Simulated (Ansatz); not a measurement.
## FeB₄: do energies and stresses tell the same story?

Method: DFT PBEsol, scalar-relativistic, plane waves, PAW (Ansatz 0.2.0).

Cutoff 420 eV; k points 8×8×12 on the computed 10-atom cell (Γ-centred); Gaussian smearing, width 0.10 eV; no spin polarisation.

Relaxed cell: Pnnm, a = 4.464 Å, b = 5.259 Å, c = 2.990 Å, α = 90.00°, β = 90.00°, γ = 90.00°, 10 atoms in the primitive cell. Whether it is the stable form of this composition wasn't checked.

Energies at zero smearing and pressures from the stress tensor, at volumes with shape and atoms relaxed:
| V (Å³/atom) | E − E(first) (meV/atom) | P (GPa) |
| --- | --- | --- |
| 6.599 | 0.00 | 19.71 |
| 6.810 | -18.72 | 9.12 |
| 7.020 | -24.51 | 0.00 |
| 7.231 | -19.18 | -7.87 |
| 7.442 | -4.23 | -14.64 |

Problem. Check P = −dE/dV between neighbouring volumes, and get the bulk modulus from the pressures alone.

Solution. With 1 eV/Å³ = 160.2 GPa:
```json
{"middle V (Å³/atom)": "6.705", "−ΔE/ΔV (GPa)": "14.237", "mean P (GPa)": "14.418"}
{"middle V (Å³/atom)": "6.915", "−ΔE/ΔV (GPa)": "4.410", "mean P (GPa)": "4.561"}
{"middle V (Å³/atom)": "7.126", "−ΔE/ΔV (GPa)": "-4.058", "mean P (GPa)": "-3.937"}
{"middle V (Å³/atom)": "7.336", "−ΔE/ΔV (GPa)": "-11.371", "mean P (GPa)": "-11.258"}
```

The two differ by 0.18 GPa at most. The mean of two end pressures misses the average over a step by about ΔV² P″/12, up to 0.13 GPa here; with that taken off 0.05 GPa remains. The stress is the derivative of the free energy, not of the energy at zero smearing, and with free energies 0.01 GPa remains. Around V = 7.020 Å³/atom, the two neighbours give B = −V ΔP/ΔV = 7.020 × 17.00 / 0.421 = 283.3 GPa, against B0 = 281.9 GPa from the Birch–Murnaghan fit of the energies.

Spin polarisation was left out, and a magnetic state may lie lower.

A ferromagnetic start lost its moments in a first run, so spin was left out; other magnetic orders weren't tried.

Cost: 6 runs of about 16 core-minutes in all, on Arm Neoverse V2 (shared hosts).